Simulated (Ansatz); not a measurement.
ZrO₂:
```yaml
crystal:
  lattice:
    - [4.86773, 0.00000, 0.00000]
    - [0.00000, 4.86773, 0.00000]
    - [0.00000, 0.00000, 3.25725]
  atoms:
    - { symbol: Zr, position: [0.00000, 0.00000, 0.00000] }
    - { symbol: Zr, position: [0.50000, 0.50000, 0.50000] }
    - { symbol: O, position: [0.69423, 0.30577, 0.00000] }
    - { symbol: O, position: [0.30577, 0.69423, 0.00000] }
    - { symbol: O, position: [0.19423, 0.19423, 0.50000] }
    - { symbol: O, position: [0.80577, 0.80577, 0.50000] }
```

Relaxed with r²SCAN.

**Question.** Give the Bader charges and basin volumes of the independent atoms, r²SCAN (plane waves, PAW; program Ansatz).

**Answer.** 

```
atom  Bader charge (e)  Bader volume (Å³)
----  ----------------  -----------------
Zr1              +2.71               10.2
O3               -1.36               14.2
```

Space group P4_2/mnm (rutile). The workflow started from a Materials Project entry (that database holds measured and hypothetical structures alike); the Crystallography Open Database copy checked does not list it. It is not the phase usual at ambient conditions (space group No. 14). Symmetry was held in the r²SCAN relaxation; its stability against distortions is not shown here. No spin polarisation was allowed.

Potentials: the later of the program's two PAW sets.
